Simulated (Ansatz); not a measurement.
SiGe:
```xyz
4
Lattice="3.9039 0.0000 0.0000 -1.9519 3.3809 0.0000 0.0000 0.0000 6.4533" Properties=species:S:1:pos:R:3 pbc="T T T"
Si     1.9519     1.1270     5.6433
Si     0.0000     2.2539     2.4166
Ge     1.9519     1.1270     3.2300
Ge     0.0000     2.2539     0.0034
```

Relaxed with r²SCAN.

Map the valence electron density (e/Å³), cut off at 0.5 on the plane through (0.667, 0.333, 0.874) spanned by u = [0, 0, 1] and v = [1, -1, 0] in lattice vectors, from the program Ansatz at the r²SCAN level (PAW).

x is the fraction of u, y of v (the angle between them is 90°; rows are the nearest grid lines); atoms in the plane: Si at (0.00, 0.00), Si at (0.50, 0.67), Ge at (0.63, 0.00), Ge at (0.13, 0.67).
```
y \ x   0.000  0.0938  0.188  0.281  0.375  0.469  0.531  0.625  0.719  0.812  0.906   1.00
------  -----  ------  -----  -----  -----  -----  -----  -----  -----  -----  -----  -----
1.00    0.122   0.264  0.154  0.042  0.062  0.314  0.500  0.500  0.500  0.500  0.409  0.122
0.912   0.381   0.450  0.175  0.056  0.076  0.283  0.500  0.500  0.500  0.328  0.368  0.381
0.853   0.476   0.500  0.242  0.103  0.124  0.322  0.500  0.500  0.267  0.159  0.238  0.476
0.765   0.421   0.500  0.500  0.318  0.325  0.380  0.480  0.374  0.120  0.054  0.120  0.421
0.706   0.500   0.500  0.500  0.500  0.487  0.182  0.197  0.312  0.098  0.038  0.103  0.500
0.618   0.491   0.500  0.500  0.500  0.463  0.189  0.206  0.307  0.095  0.037  0.100  0.491
0.529   0.225   0.416  0.323  0.179  0.185  0.261  0.305  0.209  0.073  0.035  0.074  0.225
0.471   0.111   0.155  0.113  0.068  0.073  0.120  0.145  0.110  0.049  0.028  0.049  0.111
0.382   0.039   0.043  0.030  0.019  0.021  0.034  0.043  0.039  0.024  0.017  0.023  0.039
0.294   0.036   0.039  0.026  0.017  0.019  0.031  0.039  0.036  0.023  0.017  0.022  0.036
0.235   0.075   0.076  0.044  0.024  0.028  0.056  0.077  0.078  0.048  0.034  0.046  0.075
0.147   0.263   0.237  0.100  0.038  0.049  0.146  0.262  0.354  0.218  0.144  0.181  0.263
0.0882  0.279   0.352  0.139  0.042  0.059  0.234  0.500  0.500  0.500  0.322  0.340  0.279
0.000   0.122   0.264  0.154  0.042  0.062  0.314  0.500  0.500  0.500  0.500  0.409  0.122
```

The density is the valence pseudo-density with augmentation charge, so density and ELF within about 1 Å of a nucleus are not all-electron values.

Space group P6_3mc (wurtzite). The first step of the workflow began from a Materials Project structure, measured or hypothetical; the Crystallography Open Database copy checked does not list it. Its standing as an ambient phase is unchecked. Symmetry was held in the r²SCAN relaxation; of distortions, only those at the zone centre were tested.

Potentials: the earlier of the program's two PAW sets.
